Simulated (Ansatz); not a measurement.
Relaxation of a generated cell, CsCdCl3 built in the GdFeO3 structure type; 20 atoms in the cell, which starts as Pnma (No. 62), oP20; a = 7.460 Å, b = 10.526 Å, c = 7.435 Å, α = β = γ = 90.00°. All values below come from r2SCAN (plane waves to 500 eV, PAW, scalar-relativistic; Ansatz, a quantum-chemistry and plane-wave program). Γ-centred k-mesh 3×2×3 on the run's cell (coarser than for final values), Fermi–Dirac smearing 0.05 eV. This is the first round of the run. 

The optimiser's lines from the output (shortened; P is positive under compression):

```
relax step   1: F+E_penalty+E_count = -68853.54563564 eV  Δ(F+E_penalty+E_count) = +0.000e0 eV  max|allowed force component| = 4.319e-1 eV/Å  Δτ_max = 0.0000 Å  P = +0.015 GPa  Ω = 583.807 Å³  (7 SCF iters, dr2 threshold 1.00e-7 eV, accepted)
relax step   2: F+E_penalty+E_count = -68854.26402195 eV  Δ(F+E_penalty+E_count) = -7.184e-1 eV  max|allowed force component| = 1.663e-1 eV/Å  Δτ_max = 0.1933 Å  P = -0.158 GPa  Ω = 583.123 Å³  (7 SCF iters, dr2 threshold 2.00e-6 eV, accepted)
relax step   3: F+E_penalty+E_count = -68854.49209818 eV  Δ(F+E_penalty+E_count) = -2.281e-1 eV  max|allowed force component| = 4.443e-2 eV/Å  Δτ_max = 0.2000 Å  P = -0.186 GPa  Ω = 584.119 Å³  (7 SCF iters, dr2 threshold 1.73e-6 eV, accepted)
relax step   4: F+E_penalty+E_count = -68854.53322231 eV  Δ(F+E_penalty+E_count) = -4.112e-2 eV  max|allowed force component| = 1.231e-2 eV/Å  Δτ_max = 0.1192 Å  P = -0.061 GPa  Ω = 582.408 Å³  (8 SCF iters, dr2 threshold 1.51e-7 eV, accepted)
relax step   5: F+E_penalty+E_count = -68854.53727632 eV  Δ(F+E_penalty+E_count) = -4.054e-3 eV  max|allowed force component| = 3.575e-3 eV/Å  Δτ_max = 0.0382 Å  P = +0.005 GPa  Ω = 581.369 Å³  (7 SCF iters, dr2 threshold 1.26e-8 eV, accepted)
relax step   6: F+E_penalty+E_count = -68854.53758891 eV  Δ(F+E_penalty+E_count) = -3.126e-4 eV  max|allowed force component| = 1.863e-3 eV/Å  Δτ_max = 0.0186 Å  P = -0.019 GPa  Ω = 581.765 Å³  (9 SCF iters, accepted)
relax step   7: F+E_penalty+E_count = -68854.53767284 eV  Δ(F+E_penalty+E_count) = -8.392e-5 eV  max|allowed force component| = 2.160e-3 eV/Å  Δτ_max = 0.0029 Å  P = +0.008 GPa  Ω = 581.329 Å³  (6 SCF iters, dr2 threshold 1.41e-9 eV, accepted)
relax step   8: F+E_penalty+E_count = -68854.53737995 eV  Δ(F+E_penalty+E_count) = +2.929e-4 eV  max|allowed force component| = 2.162e-3 eV/Å  Δτ_max = 0.0000 Å  P = +0.006 GPa  Ω = 581.329 Å³  stress off target by 6.88e-3 GPa  SCF on the basis re-selected at this cell (its energy is not comparable with the rows above)  (4 SCF iters)
```

From the first to the last row the energy changes by -0.05 eV/atom and the volume by -0.4 %. The last row is marked as not comparable with the walk above it, whose basis was carried along; it does compare with step 1, since both stand on a basis selected at the nominal cutoff for their own cell.

Later rounds, restarted from the end of this one on a renewed k-mesh, logged 2 more steps and released under 1 meV/atom more. The final structure after all rounds: Pm-3m (No. 221), cP5, cubic perovskite type; a = 5.2576 Å, b = 5.2576 Å, c = 5.2576 Å, α = 90.00°, β = 90.00°, γ = 90.00°. No spin polarisation in the result.

The run could not lose the symmetry of its start.
